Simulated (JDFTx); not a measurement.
An input for JDFTx (a modified build) (TiAl(111), CANDLE, water, 2 M KCl; bohr, hartree) and the course of its log:

```
lattice \
  7.5116628005 3.7558314097 0.0000000000 \
  0.0000000000 8.5531620915 0.0000000000 \
  0.0000000000 0.0000000000 47.0541805032
coords-type Lattice
ion Al 0.8112950764 0.3774098470 -0.1458107420 0
ion Al 0.2160452555 0.5679094890 -0.0717120720 0
ion Al 0.6196337697 0.7607324605 0.0000000000 0
ion Al 0.0232222840 0.9535554320 0.0717120720 0
ion Al 0.4279724630 0.1440550739 0.1458107420 0
ion Ti 0.1121625927 0.7756748145 -0.1753492436 0
ion Ti 0.5142509985 0.9714980030 -0.1075681080 0
ion Ti 0.9178395125 0.1643209750 -0.0358560360 0
ion Ti 0.3214280270 0.3571439460 0.0358560360 0
ion Ti 0.7250165410 0.5499669180 0.1075681080 0
ion Ti 0.1271049468 0.7457901064 0.1753492436 0
ion-species pseudo/al_pbe_v1.upf
ion-species pseudo/ti_pbe_v1.4.upf
elec-cutoff 20 100
elec-ex-corr gga-PBE
coulomb-interaction Slab 001
coulomb-truncation-embed 0 0 0
kpoint-folding 6 6 1
elec-smearing Fermi 0.01
elec-n-bands 60
target-mu -0.067619
electronic-scf nIterations 100 energyDiffThreshold 1e-07
fluid LinearPCM
pcm-variant CANDLE
fluid-solvent H2O
fluid-cation K+ 2
fluid-anion Cl- 2
fluid-minimize nIterations 400 knormThreshold 1e-12
wavefunction read f0.wfns
elec-initial-eigenvals f0.eigenvals
elec-initial-fillings read f0.fillings
fluid-initial-state f0.fluidState
dump-name f0_u0.$VAR
dump End State Ecomponents EigStats BandEigs Forces ElecDensity IonicPositions Fillings Kpoints Dtot FluidDebug BoundCharge FluidDensity
```

```
[one cycle in 5 is shown, and the last three; fluid-solver lines are left out]
	FillingsUpdate:  mu: -0.067619000  nElectrons: 95.308859
SCF: Cycle:  0   G: -346.700623055957692   dG: +7.865e+00   |Residual|: 4.903e-01   |deigs|: 1.668e-06
	FillingsUpdate:  mu: -0.067619000  nElectrons: 92.540335
SCF: Cycle:  5   G: -349.491650703996015   dG: -7.049e-01   |Residual|: 3.201e-01   |deigs|: 5.392e-03
	FillingsUpdate:  mu: -0.067619000  nElectrons: 97.459784
SCF: Cycle: 10   G: -338.393542830015861   dG: -8.882e+01   |Residual|: 4.921e-01   |deigs|: 4.415e-02
	FillingsUpdate:  mu: -0.067619000  nElectrons: 90.861343
SCF: Cycle: 15   G: -353.267077650965689   dG: +6.521e-01   |Residual|: 2.613e-01   |deigs|: 1.520e-02
	FillingsUpdate:  mu: -0.067619000  nElectrons: 96.796485
SCF: Cycle: 20   G: -342.115611027469186   dG: -5.339e+01   |Residual|: 5.660e-01   |deigs|: 3.215e-02
	FillingsUpdate:  mu: -0.067619000  nElectrons: 98.566227
SCF: Cycle: 25   G: -337.306106748667162   dG: -2.057e+01   |Residual|: 7.275e-01   |deigs|: 1.406e-02
	FillingsUpdate:  mu: -0.067619000  nElectrons: 97.044779
SCF: Cycle: 30   G: -342.127117539468145   dG: +6.830e-01   |Residual|: 6.448e-01   |deigs|: 8.260e-04
	FillingsUpdate:  mu: -0.067619000  nElectrons: 98.286811
SCF: Cycle: 35   G: -338.826379910784738   dG: +2.643e+00   |Residual|: 7.174e-01   |deigs|: 2.698e-03
	FillingsUpdate:  mu: -0.067619000  nElectrons: 97.593718
SCF: Cycle: 40   G: -340.747702875115976   dG: -5.384e-02   |Residual|: 6.766e-01   |deigs|: 7.090e-05
	FillingsUpdate:  mu: -0.067619000  nElectrons: 95.880345
SCF: Cycle: 45   G: -345.036636021304332   dG: -2.422e-01   |Residual|: 5.660e-01   |deigs|: 3.267e-04
	FillingsUpdate:  mu: -0.067619000  nElectrons: 96.191378
SCF: Cycle: 50   G: -344.465412415971741   dG: -6.934e-01   |Residual|: 5.815e-01   |deigs|: 8.438e-04
	FillingsUpdate:  mu: -0.067619000  nElectrons: 97.121331
SCF: Cycle: 55   G: -342.597626318783796   dG: -7.175e+00   |Residual|: 6.329e-01   |deigs|: 7.267e-03
	FillingsUpdate:  mu: -0.067619000  nElectrons: 98.354326
SCF: Cycle: 60   G: -339.242880784572378   dG: +1.613e+00   |Residual|: 7.138e-01   |deigs|: 1.677e-03
	FillingsUpdate:  mu: -0.067619000  nElectrons: 92.758852
SCF: Cycle: 65   G: -350.391497676297945   dG: +1.075e+00   |Residual|: 3.501e-01   |deigs|: 2.616e-03
	FillingsUpdate:  mu: -0.067619000  nElectrons: 94.166653
SCF: Cycle: 70   G: -348.368172939199269   dG: -3.003e+00   |Residual|: 4.498e-01   |deigs|: 4.463e-03
	FillingsUpdate:  mu: -0.067619000  nElectrons: 93.971648
SCF: Cycle: 75   G: -348.581775434111648   dG: +2.008e+00   |Residual|: 4.430e-01   |deigs|: 3.864e-03
	FillingsUpdate:  mu: -0.067619000  nElectrons: 101.422061
SCF: Cycle: 80   G: -328.233551206312200   dG: +6.658e+00   |Residual|: 9.112e-01   |deigs|: 5.135e-03
	FillingsUpdate:  mu: -0.067619000  nElectrons: 92.032493
SCF: Cycle: 85   G: -351.323345641663764   dG: -3.892e-01   |Residual|: 3.300e-01   |deigs|: 9.143e-04
	FillingsUpdate:  mu: -0.067619000  nElectrons: 90.527988
SCF: Cycle: 90   G: -353.000026079831969   dG: -3.846e-01   |Residual|: 2.487e-01   |deigs|: 1.212e-03
	FillingsUpdate:  mu: -0.067619000  nElectrons: 92.608521
SCF: Cycle: 95   G: -350.369671165918874   dG: -9.781e-02   |Residual|: 3.635e-01   |deigs|: 6.384e-04
	FillingsUpdate:  mu: -0.067619000  nElectrons: 92.767217
SCF: Cycle: 97   G: -349.540811567685409   dG: -6.601e-02   |Residual|: 3.869e-01   |deigs|: 6.975e-04
	FillingsUpdate:  mu: -0.067619000  nElectrons: 92.277590
SCF: Cycle: 98   G: -350.329253718733526   dG: -7.884e-01   |Residual|: 3.553e-01   |deigs|: 1.673e-03
	FillingsUpdate:  mu: -0.067619000  nElectrons: 92.642138
SCF: Cycle: 99   G: -349.789835412359764   dG: +5.394e-01   |Residual|: 3.773e-01   |deigs|: 1.143e-03
SCF: None of the convergence criteria satisfied after 100 iterations.
IonicMinimize: Iter:   0  G: -349.789835412359764  |grad|_K:  0.000e+00
IonicMinimize: Converged (|grad|_K<1.000000e-04).
```

This run gave no converged result. The electronic loop ended without meeting its threshold, so the last energy, electron count and forces aren't results.
